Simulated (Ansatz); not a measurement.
Method: Ansatz 0.2.0, DFT PBE, scalar-relativistic, plane waves, PAW. Cutoff 420 eV, Γ-centred meshes of about 0.25 Å⁻¹ or finer for metals and 0.3 Å⁻¹ for insulators (2π included), Gaussian smearing. No spin polarisation.

These are static total energies at zero pressure.

Compare these two cells of TaTi4, each relaxed at this level.

A.

```xyz
5
Lattice="-1.6357 1.6357 8.1514 1.6357 -1.6357 8.1514 1.6357 1.6357 -8.1514" Properties=species:S:1:pos:R:3 pbc="T T T"
Ti    0.0000    0.0000    9.7302
Ti    0.0000    0.0000    6.5727
Ti    0.0000    0.0000    3.2527
Ti    0.0000    0.0000   13.0502
Ta    0.0000    0.0000    0.0000
```

B.

```xyz
5
Lattice="-3.6063 3.6063 1.6756 3.6063 -3.6063 1.6756 3.6063 3.6063 -1.6756" Properties=species:S:1:pos:R:3 pbc="T T T"
Ti    0.7164    2.1251    1.6756
Ti    2.1251   -0.7164    1.6756
Ti    2.8899    1.4812    0.0000
Ti    1.4812    4.3227    0.0000
Ta    0.0000    0.0000    0.0000
```

Problem. Which form is favoured at zero pressure, and by what margin per atom?

Solution. They are level within the accuracy (5 meV/atom apart, with B the lower in these runs). A has Ti and Ta ordered on bcc sites, space group I4/mmm (No. 139), 17.4 Å³/atom and no gap on its mesh; B has Ti and Ta ordered on bcc sites, space group I4/m (No. 87), 17.4 Å³/atom and no gap. Even the lower one lies +0.10 eV/atom against the reference forms of the elements (uncorrected), so neither is stable at this level. In A, Ti on its first site has 4 Ta at 2.80 Å, 4 Ti at 2.86 Å and 6 Ti at 3.16–3.32 Å; Ti on its second site has 8 Ti at 2.84–2.86 Å, 1 Ta at 3.25 Å and 5 Ti at 3.27–3.32 Å; Ta has 8 Ti at 2.80 Å, 2 Ti at 3.25 Å and 4 Ta at 3.27 Å. In B, around Ti lie 2 Ta at 2.80 Å, 6 Ti at 2.82–2.87 Å, 5 Ti at 3.17–3.35 Å and 1 Ta at 3.25 Å; around Ta lie 8 Ti at 2.80 Å, 4 Ti at 3.25 Å and 2 Ta at 3.35 Å. Both come from trial cells of a structure search, whose lowest cell (Cmcm, 17.6 Å³/atom) lies 54 meV/atom below the lower of the two.

For metals, differences of a few meV/atom aren't resolved. Spin–orbit coupling, which can matter for Ta, is left out. Trial moments fell under 0.15 μB along the way in I4/mmm and I4/m; another start might hold them. Cells relaxed within their symmetry can be saddle points. Some types were kept out of the candidates beforehand, so the set may lack a known form.
